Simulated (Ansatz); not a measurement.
The start is a generated cell, Sc placed in the hcp structure type. Cell shape, volume and atoms are optimised at zero target pressure with r2SCAN (plane waves to 500 eV, PAW, scalar-relativistic; Ansatz, a program for electronic structure). First-step values are on the input's coarse k-mesh.

Ansatz input (later rounds restart from its end on a renewed k-mesh):
Ansatz 0.2 input:
```yaml
crystal:
  lattice:
    - [3.31, 0, 0]
    - [-1.655, 2.8665441, 0]
    - [0, 0, 5.27614]
  atoms:
    - { symbol: Sc, position: [0.33333333, 0.66666667, 0.75] }
    - { symbol: Sc, position: [0.66666667, 0.33333333, 0.25] }
basis: { ecutwfc: 500, ecutrho_ratio: 4, xc_grid: 4, fft_grid_basis: typed }
kpoints: { mp_grid: { grid: [11, 11, 6] } }
hamiltonian:
  xc: r2scan
  dispersion: none
  pseudopotentials: { kind: paw }
scf: { occupations: { method: fermi_dirac, width: 0.05 } }
relax: { f_tol: 0.01, max_steps: 100, cell: { stress_tol: 0.02 } }
output: { forces: true, stress: true }
```

### Question
By how much does the energy per atom fall from start to end?

### Answer
Under 0.01 eV/atom.

### Question
How does the volume change?

### Answer
-0.5 %, from 25.03 to 24.92 Å³/atom.

### Question
What does it relax into? Give the structure.

### Answer

Space group P6₃/mmc (No. 194); a = 3.3290 Å, b = 3.3290 Å, c = 5.1924 Å, α = 90.00°, β = 90.00°, γ = 120.00°

```json
[
 {"atom": "Sc", "site": "2d", "symmetry": "-6m2", "x": "0.6667", "y": "0.3333", "z": "0.2500"}
]
```

The space group stays P6₃/mmc (No. 194) (the run could not lower it); the end is hcp (Mg type), with 2 atoms in the primitive cell. Final values are on a 16×16×9 k-mesh of the relaxed cell. No spin polarisation in the result.

The run could not lose the symmetry of its start; a randomly shaken copy of 2 atoms returns to this structure.

All atoms sit on sites fixed by symmetry, so only the cell could relax.
